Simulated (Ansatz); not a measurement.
MgO:
```yaml
crystal:
  lattice:
    - [0.00000, 2.12694, 2.12694]
    - [2.12694, 0.00000, 2.12694]
    - [2.12694, 2.12694, 0.00000]
  atoms:
    - { symbol: Mg, position: [0.00000, 0.00000, 0.00000] }
    - { symbol: O, position: [0.50000, 0.50000, 0.50000] }
```

Tensor components refer to the Cartesian frame of this cell.

Question: Give the high-frequency dielectric tensor and the Born effective charge tensors of the independent atoms from DFPT, the program Ansatz at the PBE level (PAW).

Answer: 
ε∞:
```
3.24  0.00  0.00
0.00  3.24  0.00
0.00  0.00  3.24
```
Z* of atom 1 (Mg), rows: field, columns: displacement, in e:
```
2.00  0.00  0.00
0.00  2.00  0.00
0.00  0.00  2.00
```
Z* of atom 2 (O), rows: field, columns: displacement, in e:
```
-2.00   0.00   0.00
 0.00  -2.00   0.00
 0.00   0.00  -2.00
```

Static charges for comparison (Bader): Mg1 +1.72, O2 -1.72 e. Born charges measure polarisation by displacement and can exceed these by far.

Space group Fm-3m (rock salt). Symmetry was held in the PBE relaxation; phonons on a q-mesh show no instability. The volume moved by -31 % from the start of the relaxation.

Potentials: the later of the program's two PAW sets.
